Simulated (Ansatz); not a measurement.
ZrO2 (tetragonal-ZrO2 type, space group P4_2/nmc)

```xyz
6
Lattice="3.6013 0.0000 0.0000 0.0000 3.6013 0.0000 0.0000 0.0000 5.2280" Properties=species:S:1:pos:R:3 pbc="T T T"
Zr     0.0000     0.0000     0.0000
Zr     1.8007     1.8007     2.6140
O      0.0000     1.8007     1.0289
O      0.0000     1.8007     3.6429
O      1.8007     0.0000     1.5852
O      1.8007     0.0000     4.1992
```

The volume is varied about the relaxed value V₀ at fixed cell shape. The atoms relax within the cell's symmetry.

Calculation: r2SCAN (plane waves to 500 eV, PAW, scalar-relativistic; Ansatz, a program for electronic structure). k mesh 10×10×7 (Γ-centred), Fermi-Dirac smearing 0.05 eV. The energy includes the smearing's −TS. Compression counts positive. With the shape held, the modulus is that of even scaling; a crystal free to change shape is softer. This is a high-temperature form of ZrO2. ZrO2 is run without spin polarisation. ZrO2 was relaxed with its symmetry unable to fall. The zero of ΔE is the relaxed starting cell.

| V (Å³/atom) | ΔE (meV/atom) |
|---|---|
| 9.493 | 245.4 |
| 9.854 | 146.4 |
| 10.216 | withheld |
| 10.578 | 32.0 |
| 10.939 | 7.5 |
| 11.301 | 0.0 |
| 11.663 | 6.6 |
| 12.024 | 25.0 |
| 12.386 | 53.1 |
| 12.748 | 89.3 |
| 13.109 | 132.0 |

Q: Fit a third-order Birch-Murnaghan form (E₀, V₀, B₀, B₀′ free) to the given rows and predict ΔE at V = 10.216.

A: Least squares on the 10 given rows: ΔE = E₀ + (9V₀B₀/16)·y²·[2 + (B₀′ − 4)y], y = (V₀/V)^(2/3) − 1, with V₀ = 11.301 Å³/atom, B₀ = 194.5 GPa (160.2 GPa = 1 eV/Å³; the term in eV is multiplied by 1000), B₀′ = 4.76, E₀ = 0.05 meV/atom; root-mean-square residual 0.06 meV/atom. At 10.216 the fit gives 76.8 meV/atom; the calculation gives 76.9 meV/atom, so the interpolation is off by -0.1 (-0.1 %). For the pressure the fit gives 25.0 GPa against the computed 25.0 GPa.

(Under strain, the slope of the energy per volume gives the stress and its curvature an elastic modulus.)
